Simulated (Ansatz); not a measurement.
Relaxing a structure of Ti$_{3}$Al

The start is a relaxed Ti3Al cell with one Ti and one Al atom exchanged in a cell of 8 atoms. A full variable-cell relaxation at zero pressure is run with r2SCAN (plane waves to 500 eV, PAW, scalar-relativistic; Ansatz, a first-principles code). The first steps use a coarse 7×7×7 k-mesh.

Input geometry:
```yaml
crystal:
  lattice:
    - [5.74744, 0.00000, 0.00000]
    - [-2.87372, 4.97743, 0.00000]
    - [0.00000, 0.00000, 4.63161]
  atoms:
    - { symbol: Ti, position: [0.82982, 0.65964, 0.25000] }
    - { symbol: Ti, position: [0.17018, 0.82982, 0.75000] }
    - { symbol: Ti, position: [0.34036, 0.17018, 0.25000] }
    - { symbol: Ti, position: [0.17018, 0.34036, 0.75000] }
    - { symbol: Ti, position: [0.82982, 0.17018, 0.25000] }
    - { symbol: Al, position: [0.65964, 0.82982, 0.75000] }
    - { symbol: Al, position: [0.33333, 0.66667, 0.25000] }
    - { symbol: Ti, position: [0.66667, 0.33333, 0.75000] }
```

Problem. Which atoms feel the largest initial force, and how large is it?

Solution. 0.64 eV/Å, on Ti2, Ti4 (atoms numbered as listed).

Problem. How much energy is released per atom?

Solution. 0.15 eV/atom.

Problem. How do the shortest distances between atoms change?

Solution. The closest pairs of elements (up to four, under 3.6 Å), start → end: Ti–Ti 2.81 → 2.81 Å; Al–Ti 2.81 → 2.83 Å; Al–Al 2.83 → 4.05 Å.

Problem. What band gap does the relaxed structure have at this level?

Solution. No gap (metallic).

Final values are on a 10×10×10 k-mesh of the relaxed cell. No spin polarisation in the result.

The run could not lose the symmetry of its start.
